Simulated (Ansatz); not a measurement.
HfSi₂ (fluorite, Fm-3m), DFT-PBE in the program Ansatz with PAW potentials, all energies at zero smearing, with the estimated change up to a 700 eV cutoff added, with one set of potentials and settings (totals compare only within such a set). Cell of 3 atoms (1 Hf, 2 Si): -16992.252 eV.

| element | reference phase | E (eV/atom) |
|---|---|---|
| Hf | P6_3/mmc, 2 atoms in the cell | -15721.3637 |
| Si | Fd-3m, 2 atoms in the cell | -635.8096 |

Formation energy per atom, worked out: (-16992.252 − 1×(-15721.3637) − 2×(-635.8096))/3 = 0.243 eV/atom (23 kJ per mol of atoms), at 0 K, without zero-point energy or fitted corrections.

The cell is a constructed one: a structure type filled with these elements; neither database checked (COD, Materials Project) lists it. COD files the formula under space group No. 63, so this cell is another polymorph or a model. Whether it is the stable phase at ambient conditions was not checked. Symmetry was held in the PBE relaxation; its stability against distortions is not shown here. The run is not spin-polarised. The references are the lowest solids computed at this level, not always the standard phases. Scalar-relativistic: spin–orbit coupling is off unless named, which matters more the heavier the elements.

Potentials: the later of the program's two PAW sets.
